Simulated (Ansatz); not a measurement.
## 5 guesses for SiB6 and where they end

Level of theory: Ansatz 0.2.0, DFT PBE, scalar-relativistic, plane waves, PAW. Settings: cutoff 420 eV, Γ-centred meshes spaced at most about 0.3 Å⁻¹, and about 0.25 Å⁻¹ or finer for metals (2π included), Gaussian smearing. No spin polarisation in the final relaxations.

Each guess was relaxed in cell and atoms at zero pressure, within the symmetry of its start. All energies are static (0 K, no zero-point motion). Coordination counts B atoms around Si (those within 1.25 times the shortest such distance or 1.15 times the sum of covalent radii; a plus sign parts nearer from farther groups; the shortest distance is added where it is long for a bond).

```
guess                   made from  start group  V start (Å³/atom)  end group  V end (Å³/atom)  coordination at the end  gap on mesh (eV)  E over the lowest end (meV/atom)
    1                 random cell         Amm2                8.9          ?                ?                        ?                 ?                                 ?
    2  a cell as deposited in COD        Pm-3m               10.1      Pm-3m             10.1         Si 24 from 3.0 Å              0.06                                 0
    3                 random cell         P6mm               10.0       P6mm              9.8                     Si 7                 0                               312
    4                 random cell          R3m                9.6        R3m              9.7                   Si 2+6                 0                               391
    5                 random cell       I4/mmm               10.1     I4/mmm              8.7                     Si 8                 0                               241
```

Guess 1 as it starts:

```cif
data_structure
_symmetry_space_group_name_H-M 'P 1'
_symmetry_Int_Tables_number 1
_cell_length_a 5.5070
_cell_length_b 3.7724
_cell_length_c 3.7724
_cell_angle_alpha 127.486
_cell_angle_beta 90.000
_cell_angle_gamma 90.000
_cell_volume 62.19
loop_
_atom_site_label
_atom_site_type_symbol
_atom_site_fract_x
_atom_site_fract_y
_atom_site_fract_z
_atom_site_occupancy
Si1 Si 0.50000 0.29382 0.29382 1
B1 B 0.78600 0.58241 0.58241 1
B2 B 0.21400 0.58241 0.58241 1
B3 B 0.50000 0.70987 0.29880 1
B4 B 0.50000 0.29880 0.70987 1
B5 B 0.00000 0.34449 0.68341 1
B6 B 0.00000 0.68341 0.34449 1
```

Question: Predict the end of this guess and its energy over the lowest end.

Answer: It ends in space group Cmmm (No. 65), with a = 3.203 Å, b = 6.592 Å, c = 5.700 Å, 8.6 Å³/atom and no gap. It lies 254 meV/atom over the lowest end, above guess 5 and below guess 3. Counting B atoms around Si, this end has Si 10 and the lowest (guess 2) has Si 24 from 3.0 Å. This end and the lowest (guess 2) both hold B–B bonds in all directions.

```yaml
crystal:
  lattice:
    - [1.60168, -3.29589, 0.00000]
    - [1.60168, 3.29589, 0.00000]
    - [0.00000, 0.00000, 5.69976]
  atoms:
    - { symbol: Si, position: [0.50000, 0.50000, 0.50000] }
    - { symbol: B, position: [0.00000, 0.00000, 0.25977] }
    - { symbol: B, position: [0.00000, 0.00000, 0.74023] }
    - { symbol: B, position: [0.81741, 0.18259, 0.50000] }
    - { symbol: B, position: [0.18259, 0.81741, 0.50000] }
    - { symbol: B, position: [0.14819, 0.85181, 0.00000] }
    - { symbol: B, position: [0.85181, 0.14819, 0.00000] }
```

Energies over the elements count from the elements' standard structures at the same level, with no fitted energy shifts.

Question: Is the lowest end bound against the elements?

Answer: No: its formation energy is +0.455 eV/atom. A positive value: parting into the elements would lower its energy.

The k mesh leaves some 4 meV/atom of noise in the energy of each metallic cell. Weakly bound directions are ill-defined at this level, which has no dispersion term (P6mm), and this can change margins and order among such cells. Cells relaxed within their symmetry can be saddle points; a later kick test found a lower structure for SiB6 Pm-3m. Some candidate types were left out of the draw beforehand, so a known form may be missing.
